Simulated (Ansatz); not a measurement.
MgTe (rock salt, Fm-3m), plane-wave PAW LDA (Ansatz code). The conduction-band minimum lies at X, with 3 equivalent valleys. Second derivatives d²E/dk² of the lowest band at one valley (eV·Å²), along Cartesian directions:

```
direction  d²E/dk²
---------  -------
[100]        16.58
[010]        46.21
[001]        46.21
[110]        31.41
[101]        31.41
[011]        46.13
```

Find the principal effective masses, the density-of-states mass and the conductivity mass.

Off-diagonal terms follow from H_xy = H[110] − (H_xx + H_yy)/2, and m*/mₑ = 7.620 eV·Å² over each eigenvalue: 0.16, 0.17, 0.46. One valley's DOS mass (m₁m₂m₃)^(1/3) = 0.23, conductivity mass 3/(Σ 1/mᵢ) = 0.21 mₑ.

What effective density of states Nc follows at 300 K for parabolic valleys?

Nc = 2.509e19 × 3 × (0.23)^(3/2) ≈ 8.3e18 cm⁻³.

The workflow started from a Materials Project entry (that database holds measured and hypothetical structures alike); the Crystallography Open Database copy checked does not list it. COD files the formula under space group No. 186, so this cell is another polymorph or a model. Its standing as an ambient phase is unchecked. The LDA relaxation kept the symmetry of its start; of distortions, only those at the zone centre were tested. Spin–orbit coupling is left out wherever it is not named.

Potentials: the later of the program's two PAW sets.

Edges and masses are those of Kohn–Sham bands, whose gap is no quasiparticle gap.
